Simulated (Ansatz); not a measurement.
Relaxed TiN (rock salt):

```
TiN
1.0
    0.00000     4.23332     4.23332
    2.11666     0.00000     2.11666
    2.11666     2.11666     0.00000
N Ti
2 2
Direct
  0.00000   0.00000   0.00000
  0.50000   0.00000   0.00000
  0.25000   0.50000   0.50000
  0.75000   0.50000   0.50000
```

All values below come from r2SCAN (plane waves to 500 eV, PAW, scalar-relativistic; Ansatz, a program for electronic structure). k mesh 15×15×15 (Γ-centred), Fermi-Dirac smearing 0.05 eV. With partly filled bands, energies and forces of such displacements shift with the k mesh and the smearing. The PAW data are Ansatz's earlier set. TiN is run without spin polarisation. TiN was relaxed with its symmetry unable to fall.

One atom of the cell was then moved (with its periodic images), all else fixed, and the forces (eV/Å) came out as:

```json
[
 {"atom": "N1", "Fx": "0.043", "Fy": "-0.043", "Fz": "0.892"},
 {"atom": "N2", "Fx": "-0.041", "Fy": "0.041", "Fz": "0.531"},
 {"atom": "Ti3", "Fx": "-0.174", "Fy": "0.174", "Fz": "-0.068"},
 {"atom": "Ti4", "Fx": "0.172", "Fy": "-0.172", "Fz": "-1.355"}
]
```

Question: Which atom was moved, and by which vector (Å)?

Answer: Ti4, by (0.00, 0.00, 0.13), 0.13 Å in all.

(A displaced cell: forces are minus the slopes of the energy, force constants its curvatures, and phonons follow from these.)
